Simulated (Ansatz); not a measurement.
CaB6:
```
CaB6
1.0
    4.13537     0.00000     0.00000
    0.00000     4.13537     0.00000
    0.00000     0.00000     4.13537
Ca B
1 6
Direct
  0.50000   0.50000   0.50000
  0.00000   0.00000   0.29739
  0.00000   0.00000   0.70261
  0.29739   0.00000   0.00000
  0.70261   0.00000   0.00000
  0.00000   0.29739   0.00000
  0.00000   0.70261   0.00000
```

Relaxed with HSE06.

**Question.** Give the Bader charges and basin volumes of the independent atoms, plane-wave PAW HSE06 (Ansatz code).

**Answer.** 

```
atom  Bader charge (e)  Bader volume (Å³)
----  ----------------  -----------------
Ca1              +1.59               13.1
B2               -0.27                9.6
```

Space group Pm-3m. The cell was relaxed with HSE06 under the symmetry of its start.

Potentials: the later of the program's two PAW sets.
